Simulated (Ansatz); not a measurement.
# Sb: stiffness from a series of strains

```yaml
crystal:
  lattice:
    - [2.15060, 1.24165, 3.74400]
    - [-2.15060, 1.24165, 3.74400]
    - [0.00000, -2.48330, 3.74400]
  atoms:
    - { symbol: Sb, position: [0.23364, 0.23364, 0.23364] }
    - { symbol: Sb, position: [0.76636, 0.76636, 0.76636] }
```

Atom numbers follow the list: Sb1, Sb2.

The cell is a measured one (Crystallography Open Database entry 9009654); the temperature and pressure of the measurement aren't taken into account, and nothing was relaxed.

Spin–orbit coupling is left out, though it moves levels of the heavy atoms by tenths of an eV or more.

All numbers below come from DFT, LDA, all-electron LAPW, scalar-relativistic (Ansatz 0.2.0).

Numerical set-up: a Γ-centred 12×12×12 k mesh, Fermi–Dirac smearing of 0.03 eV, basis error target 0.5 meV/atom, no spin polarisation.

The strain is applied along the Cartesian axes of the cell as listed (the other components stay zero). Fractional coordinates are held (clamped ions).

σ is the change of stress from the unstrained cell, which is at -0.82 GPa; tension is positive, so slopes are stress–strain coefficients at that pressure. In a metal the k mesh adds noise.

Only quantities that a quadratic follows smoothly over the whole series are listed; rougher ones are left out.

```
    εzz  σzz (GPa)  σxx (GPa)
-0.0200      -1.48      -0.82
-0.0100      -0.72      -0.40
 0.0000       0.00       0.00
 0.0200       1.34       0.73
```

Task: Fit the series and read off the stiffness at zero strain.

Result: Least-squares fits y = p0 + p1 x + p2 x² to the rows give σzz (GPa): p1 = 70.5, p2 = -180; σxx (GPa): p1 = 38.8, p2 = -110. So C33 = 70 GPa and C13 = 39 GPa, for these axes.

Task: One run, at εzz = 0.0100, is withheld. Predict its row.

Result: The fits give 0.69, 0.38; the run gave 0.69, 0.37.
